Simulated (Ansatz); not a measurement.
Sr2C (antifluorite): gap against strain (uniaxial along [111], other directions held)

Sr2C built on the antifluorite prototype, relaxed with r2SCAN in the PAW code Ansatz, then strained (uniaxial along [111], other directions held; changes of length per length, axes as in the cell below) with the atoms relaxed again within the symmetry that is left. Space group Fm-3m (No. 225), cubic; a = 6.720 Å in the conventional setting, 25.29 Å³ an atom. Around C lie 8 Sr at 2.91 Å; around Sr lie 4 C at 2.91 Å. Note: simulated data, non-magnetic, for a generated structure that need not be the stable one.

```yaml
crystal:
  lattice:
    - [0.00000, 3.36014, 3.36014]
    - [3.36014, 0.00000, 3.36014]
    - [3.36014, 3.36014, 0.00000]
  atoms:
    - { symbol: C, position: [0.00000, 0.00000, 0.00000] }
    - { symbol: Sr, position: [0.25000, 0.25000, 0.25000] }
    - { symbol: Sr, position: [0.75000, 0.75000, 0.75000] }
```

Gaps are the least over each mesh (HSE06 4×4×4 when unstrained) and the special points, which keep their unstrained names.

| strain (%) | gap, HSE06 (eV) | edges, HSE06 |
| --- | --- | --- |
| -2.93 | 0.366 | X |
| 0.0 | 0.350 | X → Γ |
| +2.22 | 0.289 | X → Γ |
| +3.63 | 0.252 | X → Γ |

With HSE06 the edges change from X (direct) to X → Γ (indirect) between -2.93 and 0.0 %.

The meshes of the hybrids are coarse, so their gaps aren't converged to the digits shown.
